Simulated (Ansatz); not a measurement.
SbPt (P6_3/mmc): lattice vibrations

```yaml
crystal:
  lattice:
    - [4.16943, 0.00000, 0.00000]
    - [-2.08471, 3.61083, 0.00000]
    - [0.00000, 0.00000, 5.47892]
  atoms:
    - { symbol: Sb, position: [0.33333, 0.66667, 0.25000] }
    - { symbol: Sb, position: [0.66667, 0.33333, 0.75000] }
    - { symbol: Pt, position: [0.00000, 0.00000, 0.00000] }
    - { symbol: Pt, position: [0.00000, 0.00000, 0.50000] }
```

Computed, not measured; unless marked otherwise by PBEsol, all-electron LAPW in Ansatz 0.2.0, scalar-relativistic. k mesh 8×8×6, Fermi-Dirac smearing of 0.100 eV, basis error target 1 meV/atom. The cell was relaxed by PAW under this functional.

Atoms are displaced by 0.01 Å in the primitive cell, which gives the zone-centre modes alone. Negative values stand for unstable modes.

Task: Is the structure dynamically stable at these wave vectors?

Result: Yes, no mode is unstable there; wave vectors off this mesh aren't tested.

Task: How do the optical zone-centre modes decompose, and which are active?

Result: Point group 6/mmm: Γ_opt = E2u + A2u + E2g + B1g + E1u + B2u.

```json
{"label": "E2u", "cm⁻¹": "53.0", "activity": "silent", "mostly": "Pt (100 %)"}
{"label": "A2u", "cm⁻¹": "104.7", "activity": "IR", "mostly": "Sb (62 %)"}
{"label": "E2g", "cm⁻¹": "133.2", "activity": "Raman", "mostly": "Sb (100 %)"}
{"label": "B1g", "cm⁻¹": "141.0", "activity": "silent", "mostly": "Sb (100 %)"}
{"label": "E1u", "cm⁻¹": "147.1", "activity": "IR", "mostly": "Sb (62 %)"}
{"label": "B2u", "cm⁻¹": "184.1", "activity": "silent", "mostly": "Pt (100 %)"}
```

In a metal the activity is that of symmetry alone; free carriers screen the infrared modes.

Task: How well do frozen-core PAW files reproduce these all-electron values?

Result: With a cutoff of 420 eV and displacements of 0.0025 Å, the r.m.s. difference over the modes is 0.1 cm⁻¹; the largest difference is 133.3 (PAW) against 133.2 cm⁻¹ (LAPW).

Task: The cell is scaled evenly to 80.836 and 84.135 Å³ (from 82.486), with free atoms relaxed and the shape held, so these aren't the values under hydrostatic pressure. What are the mode Grüneisen parameters γ = −d ln ω/d ln V?

Result: For the highest mode, 193.1 cm⁻¹ in the small cell and 175.4 in the large one give γ ≈ 2.40. From the change of the dynamical matrix on each mode:

| point | cm⁻¹ | γ |
| --- | --- | --- |
| Gamma | 53.0 | 3.28 |
| Gamma | 104.7 | 3.10 |
| Gamma | 133.2 | 2.46 |
| Gamma | 141.0 | 1.92 |
| Gamma | 147.1 | 2.80 |
| Gamma | 184.1 | 2.40 |

Known limits: responses of metals move with mesh and smearing; no spin-orbit coupling on heavy atoms; zone-boundary modes aren't tested; the frozen-core PAW files of the compared runs were fitted under PBE, their cores solved anew for this functional.
